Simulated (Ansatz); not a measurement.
The elements of this relaxed trial crystal are hidden behind letters.

```
lattice vectors (Å)
   5.0589    0.0000    0.0000
   0.0000    5.0589    0.0000
   0.0000    0.0000    5.0589
fractional positions
X 0.5000 0.0000 0.0000
X 0.0000 0.5000 0.0000
X 0.0000 0.0000 0.5000
Z 0.5000 0.5000 0.5000
Q 0.8049 0.1951 0.1951
Q 0.1951 0.8049 0.1951
Q 0.6925 0.3075 0.6925
Q 0.3075 0.6925 0.6925
Q 0.6925 0.6925 0.3075
Q 0.3075 0.3075 0.3075
Q 0.8049 0.8049 0.8049
Q 0.1951 0.1951 0.8049
```

The calculation used DFT PBE, scalar-relativistic, plane waves, PAW (Ansatz 0.2.0). Plane waves to 420 eV, a 6×6×6 mesh through Γ for the 12-atom cell and 0.02 eV Gaussian smearing; no spin polarisation.

* Space group: P-43m (No. 215)
* Conventional cell: a = 5.059 Å
* Volume per atom: 10.79 Å³
* Density: 5.51 g/cm³
* Formation energy: −3.209 eV/atom
* Gap on the 6×6×6 mesh of the 12-atom cell: 3.85 eV

Energies are uncorrected and count from the elements' standard states at the same level.

Question: X is a d-block element of period 5, Z is a p-block element of period 3 and Q is a p-block element of period 2. Which elements are they?

Answer: X = Zr, Z = Si, Q = O, so the formula is Zr3SiO8. Density times volume gives a mean mass of 5.51 × 10.79/1.6605 = 35.8 u per atom, and this set has 35.8 u. Zr has 4 O at 2.08 Å and 4 O at 2.41 Å; Si has 4 O at 1.69 Å; around O on its first site lie 3 Zr at 2.08 Å; 1 more site not described. Other sets within the hints have nearly the same mass, so mass alone doesn't settle it; this one was computed.

Kohn–Sham gaps at this level usually fall short of measured ones. Symmetry constrained the relaxation, so the result can be a saddle point.
